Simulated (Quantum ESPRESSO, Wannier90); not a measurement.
## Wannierisation of AlAs (zinc blende)

```xyz
2
Lattice="0.0000 2.8379 2.8379 2.8379 0.0000 2.8379 2.8379 2.8379 0.0000" Properties=species:S:1:pos:R:3 pbc="T T T"
Al     0.0000     0.0000     0.0000
As     1.4189     1.4189     1.4189
```

Cell from Materials Project (mp-2172), symmetrised, no further relaxation. COD (Crystallography Open Database) has an entry of this formula and space group (matched by these alone). Level: PBEsol, no spin polarisation, no spin-orbit coupling; pw.x of Quantum ESPRESSO at 68 Ry with PseudoDojo potentials, 8×8×8 k-points, Wannier90. Density: 10×10×10 mesh, cold smearing 0.01 Ry. Spin-orbit coupling, left out, would split the p-like bands by a few tenths of an eV.

Band 6 is isolated and gives one Wannier function a cell (As2 4s 64 %, Al1 3p 24 %, Al1 3s 10 %; spread 1.71 Å²). Its on-site energy is ε = -10.486 eV relative to the valence-band maximum, and its hoppings t(R) = t(−R) to the nearer images are (images within this range that aren't listed have |t| under 5 meV):

```tsv
R (lattice vectors; −R alike)	distance (Å)	t (eV)
0 0 1	4.01	-0.134
0 1 -1	4.01	-0.134
0 1 0	4.01	-0.134
1 -1 0	4.01	-0.134
1 0 -1	4.01	-0.134
1 0 0	4.01	-0.134
1 -1 -1	5.68	0.006
1 -1 1	5.68	0.006
1 1 -1	5.68	0.006
0 1 -2	6.95	0.009
0 1 1	6.95	0.009
0 2 -1	6.95	0.009
1 -2 0	6.95	0.009
1 -2 1	6.95	0.009
1 0 -2	6.95	0.009
1 0 1	6.95	0.009
1 1 -2	6.95	0.009
1 1 0	6.95	0.009
2 -1 -1	6.95	0.009
2 -1 0	6.95	0.009
2 0 -1	6.95	0.009
```

**Question.** Work out the band energy at Γ, X, U, K from these numbers.

**Answer.** For one orbital E(k) = ε + Σ_R 2 t(R) cos(2π k·R), the sum over the listed R.
- Γ, k = (0.000, 0.000, 0.000): E = -10.486 + (-0.134)·(12.00) + (0.006)·(6.00) + (0.009)·(24.00) = -11.84 eV; pw.x: -11.85 eV
- X, k = (-0.500, -0.500, 0.000): E = -10.486 + (-0.134)·(-4.00) + (0.006)·(6.00) + (0.009)·(-8.00) = -9.99 eV; pw.x: -9.91 eV
- U, k = (-0.375, -0.375, 0.250): E = -10.486 + (-0.134)·(-3.66) + (0.006)·(2.00) + (0.009)·(4.00) = -9.95 eV; pw.x: -9.94 eV
- K, k = (-0.375, 0.000, 0.375): E = -10.486 + (-0.134)·(-3.66) + (0.006)·(2.00) + (0.009)·(4.00) = -9.95 eV; pw.x: -9.94 eV

At these points the listed shells miss the plane-wave band by up to 0.08 eV, of a width of 1.97 eV on the path. With all its hoppings the model misses the band by 0.3 meV at worst on the whole path, so most of the miss comes from the hoppings not listed.
